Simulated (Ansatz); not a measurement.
Ansatz (a quantum-chemistry and plane-wave program) input:

Ansatz 0.2 input:
```yaml
crystal:
  lattice:
    - [-1.5802354228, 1.5802354228, 1.5802354228]
    - [1.5802354228, -1.5802354228, 1.5802354228]
    - [1.5802354228, 1.5802354228, -1.5802354228]
  atoms:
    - { symbol: Mo, position: [0.0, 0.0, 0.0] }
kpoints:
  mp_grid: { grid: [13, 13, 13] }
  band_path:
    path:
      - [[0.0, 0.0, 0.0], [0.5, -0.5, 0.5], [0.0, 0.0, 0.5], [0.0, 0.0, 0.0], [0.25, 0.25, 0.25], [0.5, -0.5, 0.5]]  # Γ-H-N-Γ-P-H
      - [[0.25, 0.25, 0.25], [0.0, 0.0, 0.5]]  # P-N
    npoints: 12
basis: { xc_grid: 2 }
hamiltonian:
  xc: pbe
  pseudopotentials: { azcp: { folder: ./paw }, kind: paw_fr }
magnetization: { noncollinear: true, spin_orbit: true }
scf:
  n_extra_bands: 12
  convergence: { dr2_threshold: 0.0000000001 }
  occupations: { method: gaussian, width: 0.05 }
output: { eigenvalues: true }
```

Output (shortened):

```
Pseudopotential: Mo, paw, valence charge 14
Functional definition: PBE
non-collinear run that drives no moment, with spin-orbit …
Crystal: 1 atoms, lattice volume = 15.784 Å³
Basis set: ecut = 420 eV, 321 PW (Γ), exchange–correlation on 40×40×40 points (8 copies of the dense FFT grid, shifted against one another)
Bands: 26, of which v1, the nominal top of the filled ones, is band 14 counted from 1 (13 counted from 0)
Symmetry: 48 space group operations + 48 with time reversal
k-points: 84 of 2197
Projection manifold: j_resolved (fully-relativistic pseudo-atomic orbitals)
SCF iter   1: F=—  HF=-4957.875933 eV  |F-HF|=—  |Δ(HF+E_count)|=         —  Δρ=1.07e-1  dr2=1.82e0  dr2_m=0.00e0 (ungated)  ethr=3.10e-3  |M|=0.00e0 ∫|m|=0.00e0 μB  |m|>n=0.0e0 m-floor=0.0e0 τ_xc=0.0e0  β_m=0.30  ⟨swp⟩=6.3  Hψ=5385  notcnv=0  defer=68
preconditioner: auto → none
SCF iter   2: F=—  HF=-4957.347378 eV  |F-HF|=—  |Δ(HF+E_count)|=   5.29e-1  Δρ=5.52e-2  dr2=4.00e-1  dr2_m=0.00e0 (ungated)  ethr=3.10e-3  |M|=0.00e0 ∫|m|=0.00e0 μB  |m|>n=0.0e0 m-floor=0.0e0 τ_xc=0.0e0  β_m=0.43  ⟨swp⟩=2.9  Hψ=2214  notcnv=0  defer=546
SCF iter   3: F=—  HF=-4957.230944 eV  |F-HF|=—  |Δ(HF+E_count)|=   1.16e-1  Δρ=1.60e-2  dr2=1.32e-2  dr2_m=0.00e0 (ungated)  ethr=2.86e-3  |M|=0.00e0 ∫|m|=0.00e0 μB  |m|>n=0.0e0 m-floor=0.0e0 τ_xc=0.0e0  β_m=0.65  ⟨swp⟩=3.0  Hψ=1608  notcnv=0  defer=546
SCF iter   4: F=—  HF=-4957.229958 eV  |F-HF|=—  |Δ(HF+E_count)|=   9.86e-4  Δρ=3.59e-3  dr2=2.12e-3  dr2_m=0.00e0 (ungated)  ethr=9.46e-5  |M|=0.00e0 ∫|m|=0.00e0 μB  |m|>n=0.0e0 m-floor=0.0e0 τ_xc=0.0e0  β_m=0.62  ⟨swp⟩=2.8  Hψ=1820  notcnv=0  defer=542
SCF iter   5: F=—  HF=-4957.229277 eV  |F-HF|=—  |Δ(HF+E_count)|=   6.82e-4  Δρ=2.40e-4  dr2=4.60e-6  dr2_m=0.00e0 (ungated)  ethr=1.52e-5  |M|=0.00e0 ∫|m|=0.00e0 μB  |m|>n=0.0e0 m-floor=0.0e0 τ_xc=0.0e0  β_m=0.81  ⟨swp⟩=2.9  Hψ=1407  notcnv=0  defer=542
SCF iter   6: F=—  HF=-4957.229276 eV  |F-HF|=—  |Δ(HF+E_count)|=   8.35e-7  Δρ=6.76e-5  dr2=7.26e-7  dr2_m=0.00e0 (ungated)  ethr=3.29e-8  |M|=0.00e0 ∫|m|=0.00e0 μB  |m|>n=0.0e0 m-floor=0.0e0 τ_xc=0.0e0  β_m=0.82  ⟨swp⟩=1.8  Hψ=1046  notcnv=0  defer=542
SCF iter   7: F=—  HF=-4957.229276 eV  |F-HF|=—  |Δ(HF+E_count)|=   7.98e-8  Δρ=7.96e-6  dr2=1.01e-8  dr2_m=0.00e0 (ungated)  ethr=5.19e-9  |M|=0.00e0 ∫|m|=0.00e0 μB  |m|>n=0.0e0 m-floor=0.0e0 τ_xc=0.0e0  β_m=0.91  ⟨swp⟩=2.4  Hψ=1318  notcnv=0  defer=542
SCF iter   8: F=-4957.229276 eV  HF=-4957.229276 eV  |F-HF|=2.36e-11  |Δ(HF+E_count)|=   3.66e-9  Δρ=4.54e-7  dr2=3.38e-11  dr2_m=0.00e0 (ungated)  ethr=1.00e-12  |M|=0.00e0 ∫|m|=0.00e0 μB  |m|>n=0.0e0 m-floor=0.0e0 τ_xc=0.0e0  ⟨swp⟩=6.7  Hψ=5189  notcnv=0
SCF 1 converged in 8 iterations: F = -4957.229276 eV  dr2 = 3.38e-11
NSCF: frozen V_eff on 74 k-points
SCF converged after 8 iterations
Magnetization: |M| = 0.0000 μB,  M = (+0.0000, +0.0000, +0.0000) μB
Absolute magnetization: 0.0000 μB (∫|m|)
  site 0: m = (+0.0000, +0.0000, +0.0000) μB, |m| = 0.0000 μB  (R = 1.13 Å)
Free energy (F): -4957.229276 eV
Harris-Foulkes:  -4957.229276 eV  (|F-HF|=2.36e-11)
Internal energy: -4957.227358 eV  (E = F + TS)
E sigma→0 (E₀):  -4957.228317 eV
Entropy (-TS):   -0.001918 eV (-1.918 meV/atom)
Fermi energy:    20.996532 eV
--- Per-component energies (eV) ---
  E_band       = -58.605596
  E_kinetic    = 421.915739
  E_local      = -777.199061  (includes V_loc(G=0)·N_el)
  E_nonlocal   = 147.845998
  E_hartree    = 264.134104
  E_xc         = -176.190439
  E_vxc        = -219.660832  (∫ρ·V_xc dr)
  E_paw        = -3212.798711  (= ΣΔE_a)
  E_vpaw       = -159.775880  (= ΣTr[D̂ρ^β])
  E_aug_tail   = 0.000048  (compensation charges beyond the density's cutoff)
  E_ewald      = -1624.935035
  E_smearing   = -0.001918  (= −TS)
  E_closure    = 0.000000  (closes the sum)
  Σ components = -4957.229276   (vs F -4957.229276, Δ=0.00e0)
  [band-id]    e_kinetic+e_local+e_nonlocal+2·e_hartree+e_vxc+e_vpaw+e_augmentation_tail = -58.605780   (vs E_band -58.605596, Δ=-1.84e-4)
--- Band table (eV; the first three rows and the last of 84) ---
  k-point 0: bands = ["-40.4230", "-40.4230", "-15.4871", "-15.4871", "-12.8940", "-12.8940", "-12.8940", "-12.8940", "13.6475", "13.6475", "19.4497", "19.4497", "19.4497", "19.4497", "19.5901", "19.5901", "22.4940", "22.4940", "22.4940", "22.4940", …
  k-point 1: bands = ["-40.4087", "-40.4087", "-15.5193", "-15.5193", "-12.9587", "-12.9587", "-12.9067", "-12.9067", "13.9045", "13.9045", "19.3377", "19.3377", "19.4687", "19.4687", "19.7559", "19.7559", "22.2904", "22.2904", "22.4990", "22.4990", …
  k-point 2: bands = ["-40.3689", "-40.3689", "-15.6120", "-15.6120", "-13.1312", "-13.1312", "-12.9408", "-12.9408", "14.5995", "14.5995", "18.9761", "18.9761", "19.3456", "19.3456", "20.4510", "20.4510", "21.9634", "21.9634", "22.5311", "22.5311", …
  k-point 83: bands = ["-39.9945", "-39.9945", "-16.3108", "-16.3108", "-13.8805", "-13.8805", "-13.8697", "-13.8697", "15.5511", "15.5511", "15.5948", "15.5948", "24.3205", "24.3205", "24.4349", "24.4349", "24.6957", "24.6957", "29.3298", "29.3298", …
```

Cost: very roughly 7 core-seconds on shared cores.

Space group Im-3m (bcc (W type)). Symmetry was held in the PBE relaxation. No spin polarisation was allowed.

Potentials: the earlier of the program's two PAW sets.

Ansatz is a plane-wave DFT program.
